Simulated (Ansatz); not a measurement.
This Sc₃SiF structure is the end of a relaxation. The cell was found from a structure generator's guess, not taken from experiment.

Theory: DFT PBE, scalar-relativistic, plane waves, PAW (Ansatz 0.2.0). Cutoff 420 eV, Γ-centred mesh, Gaussian smearing, no spin polarisation.

```yaml
crystal:
  lattice:
    - [5.94711, 0.00000, 0.00000]
    - [-2.97355, 5.15035, 0.00000]
    - [0.00000, 0.00000, 3.97632]
  atoms:
    - { symbol: Sc, position: [0.62522, 0.00000, 0.00000] }
    - { symbol: Sc, position: [0.00000, 0.62522, 0.00000] }
    - { symbol: Sc, position: [0.37478, 0.37478, 0.00000] }
    - { symbol: Si, position: [0.00000, 0.00000, 0.50000] }
    - { symbol: F, position: [0.00000, 0.00000, 0.00000] }
```

The zero of energy is the elements' standard structures at the same level (F₂ as a molecule); no fitted shifts are applied.

(1) What space group does it have?

(2) What is its formation energy per atom?

(3) Is it a metal?

## Answers

(1) P-62m (No. 189). Conventional cell: a = 5.947 Å, c = 3.976 Å. Sc has 1 F at 2.23 Å and 2 Si at 2.99 Å; around Si lie 2 F at 1.99 Å and 6 Sc at 2.99 Å; F has 2 Si at 1.99 Å and 3 Sc at 2.23 Å.

(2) −0.06 eV/atom.

(3) Yes, bands cross the Fermi level on the 6×6×10 mesh.

The last run used a 6×6×10 mesh (in the run's order of axes) for its 5-atom cell and Gaussian smearing of 0.10 eV. Symmetry constrained the relaxation, so the result can be a saddle point. Another cell of Sc3SiF relaxed alike, in P6_3/mmc, lies 1.13 eV/atom lower, so this cell isn't the stable form at this level.
